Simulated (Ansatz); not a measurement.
SrScO2F:
Space group P4/mmm (No. 123); a = 4.1103 Å, b = 4.1103 Å, c = 4.0485 Å, α = 90.00°, β = 90.00°, γ = 90.00°

```tsv
atom	site	symmetry	x	y	z
Sr	1d	4/mmm	0.5000	0.5000	0.5000
Sc	1a	4/mmm	0.0000	0.0000	0.0000
O	2f	mmm.	0.0000	0.5000	0.0000
F	1b	4/mmm	0.0000	0.0000	0.5000
```

Relaxed with r²SCAN.

Tabulate the valence density and the electron localisation function along the shortest Sr–O contact (2.88 Å), the program Ansatz at the r²SCAN level (PAW).



| distance from Sr (Å) | density (e/Å³) | ELF |
|---|---|---|
| 0.29 | 2.29 | 0.28 |
| 0.43 | 2.68 | 0.64 |
| 0.58 | 2.42 | 0.82 |
| 0.72 | 1.74 | 0.86 |
| 0.87 | 1.04 | 0.84 |
| 1.01 | 0.55 | 0.71 |
| 1.15 | 0.28 | 0.35 |
| 1.30 | 0.15 | 0.08 |
| 1.44 | 0.12 | 0.05 |
| 1.59 | 0.13 | 0.12 |
| 1.73 | 0.19 | 0.39 |
| 1.88 | 0.32 | 0.64 |
| 2.02 | 0.57 | 0.76 |
| 2.16 | 1.07 | 0.81 |
| 2.31 | 2.07 | 0.81 |
| 2.45 | 3.83 | 0.75 |
| 2.60 | 6.04 | 0.58 |

The density is the valence pseudo-density with augmentation charge, so density and ELF within about 1 Å of a nucleus are not all-electron values.

The start of the workflow was typed in or built on a structure type; neither database checked (COD, Materials Project) lists it. Its standing as an ambient phase is unchecked. The cell was relaxed with r²SCAN under the symmetry of its start; whether a distortion lowers the energy is not shown. No spin polarisation was allowed. The volume moved by -16 % from the start of the relaxation.

Potentials: the earlier of the program's two PAW sets.
